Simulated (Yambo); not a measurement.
NaRhS$_{2}$O$_{8}$ (space group C2/m, No. 12): one transition space (4×4×2 mesh, 21 valence and 10 conduction bands, Tamm-Dancoff) with different kernels in Yambo, on PBEsol orbitals; field along x. BSE alone uses the static screening with 98 bands and a 3 Ry block; its scissor and those of RPA and TDDFT come from G0W0, that of the TDHF-type run from bare exchange. Axes are Cartesian, with cell vectors (Å) (3.99, -2.62, 0.00), (3.99, 2.62, 0.00), (-0.36, 0.00, 7.21).

```
kernel                                   scissor (eV)  direct gap with it (eV)  lowest state (eV)              rough cost
---------------------------------------  ------------  -----------------------  -----------------  ----------------------
BSE (screened electron-hole attraction)          2.27                     3.41        1.39 (dark)  1 (with the screening)
RPA (no attraction)                              2.27                     3.41        3.41 (dark)               about 1/2
```

Costs are rough.

RPA leaves the lowest state at the direct gap: no bound exciton. These are vertical excitations (zero momentum). Spin singlets only. Strong means a line over 3 % of the spectrum's maximum, dark under 0.03 %. Absolute energies carry the error of the G0W0 scissor, whose convergence isn't established; the long-wavelength screening was taken along (1,1,1) although the crystal is anisotropic. Convergence of the binding with the mesh was not shown.

Spin-orbit coupling is not included.

Geometry of the Materials Project entry, not relaxed at this level; primitive cell a = 4.7686 Å, b = 4.7686 Å, c = 7.2179 Å, α = 92.37°, β = 92.37°, γ = 66.57°.

The structure is a Materials Project entry; no match was found in the copy of COD used, and its stability was not checked.
